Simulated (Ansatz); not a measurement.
Ga2Pt (fluorite or antifluorite type, Fm-3m), r²SCAN (plane waves, PAW; program Ansatz), all energies at zero smearing, with the estimated change up to a 700 eV cutoff added, with one set of potentials and settings (totals compare only within such a set). Cell of 3 atoms (1 Pt, 2 Ga): -20119.218 eV.

| element | reference phase | E (eV/atom) |
|---|---|---|
| Pt | Fm-3m, 1 atoms in the cell | -12536.7848 |
| Ga | Cmce, 4 atoms in the cell | -3790.2689 |

Formation energy per atom, worked out: (-20119.218 − 1×(-12536.7848) − 2×(-3790.2689))/3 = -0.632 eV/atom (-61 kJ per mol of atoms), at 0 K, without zero-point energy or fitted corrections.

The workflow started from an entry of the Crystallography Open Database (COD). Its standing as an ambient phase is unchecked. Symmetry was held in the r²SCAN relaxation; its stability against distortions is not shown here. No spin polarisation was allowed. The references are the lowest solids computed at this level, not always the standard phases. Spin–orbit coupling is left out wherever it is not named.

Potentials: the later of the program's two PAW sets.
